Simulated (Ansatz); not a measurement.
MgF$_{2}$ (rutile, P4_2/mnm), LDA (plane waves, PAW; program Ansatz). The conduction-band minimum lies at Γ, with 1 equivalent valley. Second derivatives d²E/dk² of the lowest band at one valley (eV·Å²), along Cartesian directions:

```csv
direction,d²E/dk²
[100],14.25
[010],14.25
[001],14.94
[110],14.25
[101],14.59
[011],14.59
```

Find the principal effective masses, the density-of-states mass and the conductivity mass.

Off-diagonal terms follow from H_xy = H[110] − (H_xx + H_yy)/2, and m*/mₑ = 7.620 eV·Å² over each eigenvalue: 0.51, 0.53, 0.53. One valley's DOS mass (m₁m₂m₃)^(1/3) = 0.53, conductivity mass 3/(Σ 1/mᵢ) = 0.53 mₑ.

What effective density of states Nc follows at 300 K for parabolic valleys?

Nc = 2.509e19 × 1 × (0.53)^(3/2) ≈ 9.7e18 cm⁻³.

The cell was relaxed with LDA under the symmetry of its start.

Potentials: the later of the program's two PAW sets.

Edges and masses are those of Kohn–Sham bands, whose gap is no quasiparticle gap.
